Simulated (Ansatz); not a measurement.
## Ansatz run, MgAl₂Cl₂

Input file of Ansatz 0.2.0:

```yaml
crystal:
  lattice:
    - [4.020781, 0.0, 0.0]
    - [-2.010391, 3.482102, 0.0]
    - [0.0, 0.0, 6.925936]
  atoms:
    - { symbol: Al, position: [0.33333, 0.66667, 0.3773] }
    - { symbol: Al, position: [0.66667, 0.33333, 0.6227] }
    - { symbol: Cl, position: [0.33333, 0.66667, 0.7346] }
    - { symbol: Cl, position: [0.66667, 0.33333, 0.2654] }
    - { symbol: Mg, position: [0.0, 0.0, 0.0] }
  symmetry: { tolerance: 0.0003 }
kpoints:
  mp_grid: { grid: [10, 10, 5], shift: [0, 0, 0] }
  band_path:
    path:
      - [0.0, 0.0, 0.0]
      - [0.5, 0.0, 0.0]
      - [0.33333333, 0.33333333, 0.0]
      - [0.0, 0.0, 0.0]
      - [0.0, 0.0, 0.5]
      - [0.5, 0.0, 0.5]
      - [0.33333333, 0.33333333, 0.5]
      - [0.0, 0.0, 0.5]
      - [0.5, 0.0, 0.5]
      - [0.5, 0.0, 0.0]
      - [0.33333333, 0.33333333, 0.5]
    npoints: 6
magnetization:
  spin_polarized: false
scf:
  occupations: { method: fermi_dirac, width: 0.0429 }
  lower_state_search: "off"
  max_iter: 200
hamiltonian:
  pseudopotentials: { kind: paw }
  xc: pbe
basis:
  ecutwfc: 420
  fft_grid_basis: typed
output:
  forces: true
  stress: true
  eigenvalues: true
  bader: true
  populations: true
  elf: true
  write_potential: true
  volumetric_format: npy
  dos:
    e_range: [-12, 8]
    de: 0.05
    projected: { site_lists: { Al: [Al], Cl: [Cl], Mg: [Mg] } }
checkpoint:
  read: saved_state
```

The saved state is an earlier solution for the same cell, perhaps on another mesh. 

Output (shortened):

```
Warning: the atoms were moved onto the symmetric positions of the space group found under crystal.symmetry.tolerance 3.0e-4 (fractional; no operation is sought that the atoms, as they stand in a round, miss by more than twice it, and no atom is moved by as much as it), and the run uses the moved positions.
Pseudopotentials: kind: paw
Pseudopotential: Al, paw, valence charge 3, recommended cutoff 420 eV (normal), Al.paw.azcp
Pseudopotential: Cl, paw, valence charge 7, recommended cutoff 420 eV (normal), Cl.paw.azcp
Pseudopotential: Mg, paw, valence charge 10, recommended cutoff 420 eV (normal), Mg.paw.azcp
Functional definition: PBE
  exchange = pbe_x(kappa = kappa, mu = beta*pi^2/3)
  correlation = pbe_c(beta = beta)
Crystal: 5 atoms, lattice volume = 96.968 Å³
Basis set: ecut = 420 eV, 1919 PW (Γ), exchange–correlation on 54×54×96 points (8 copies of the dense FFT grid, shifted against one another)
Bands: 20, of which v1, the nominal top of the filled ones, is band 15 counted from 1 (14 counted from 0)
Symmetry: 12 space group operations
Space group: P-3m1 (ITA 164), of the structure as read, at distance tolerance 1.4e-3 Å
k-points: 58 of 500
Initial density: read from a saved state, or passed on in memory by an earlier SCF of this step, an earlier step, the calling program or the single point that the run made first
Functional: x = pbe(κ = 0.804, μ = 0.2195), c = pbe(β = 0.0667)
Free energy (F): -5154.4602 eV
Harris-Foulkes:  -5154.4602 eV  (|F-HF|=1.75e-8)
Internal energy: -5154.4505 eV  (E = F + TS)
E sigma→0 (E₀):  -5154.4553 eV
Entropy (-TS):   -0.0097 eV (-1.941 meV/atom)
Fermi energy:    7.8606 eV
--- Per-component energies (eV) ---
  E_band       = -358.2727
  E_kinetic    = 449.6279
  E_local      = -2213.0186  (includes V_loc(G=0)·N_el)
  E_nonlocal   = 179.1052
  E_hartree    = 798.8562
  E_xc         = -324.2806
  E_vxc        = -341.4112  (∫ρ·V_xc dr)
  E_paw        = -2545.8465  (= ΣΔE_a)
  E_vpaw       = -30.2920  (= ΣTr[D̂ρ^β])
  E_aug_tail   = 0.0002  (compensation charges beyond the density's cutoff)
  E_ewald      = -1498.8943
  E_smearing   = -0.0097  (= −TS)
--- Forces (eV/Å), atoms counted from 1 ---
  atom   1  Al     0.0000     0.0000    -0.0034
  atom   2  Al     0.0000     0.0000     0.0034
  atom   3  Cl     0.0000     0.0000     3.3800
  atom   4  Cl     0.0000     0.0000    -3.3800
  atom   5  Mg     0.0000     0.0000     0.0000
--- Stress (GPa, compression-positive) ---
       15.8944       0.0000       0.0000
        0.0000      15.8944       0.0000
        0.0000       0.0000      21.7226
  P = ⅓ Tr σ = 17.8371 GPa (178.371 kbar)
--- Löwdin populations: 5 sites ---
  site symbol       q [e]
     0     Al      3.1116
     1     Al      3.1116
     2     Cl      7.0945
     3     Cl      7.0945
     4     Mg      9.0588
  spilling = 0.0176 (of n_electrons = 30.0000)
--- Bader charges: 5 sites ---
  site symbol  charge [e]  shift [e]
     0     Al      0.9681     0.0005
     1     Al      0.9682     0.0005
     2     Cl     -1.5067     0.0005
     3     Cl     -1.5067     0.0005
     4     Mg      1.0771     0.0001
```

Origin: a known structure type with other elements, at an estimated volume, so it need not be a known compound. Caveats: many states at the Fermi level without spin polarisation, so a magnetic state may lie lower; atoms or cell far from equilibrium.
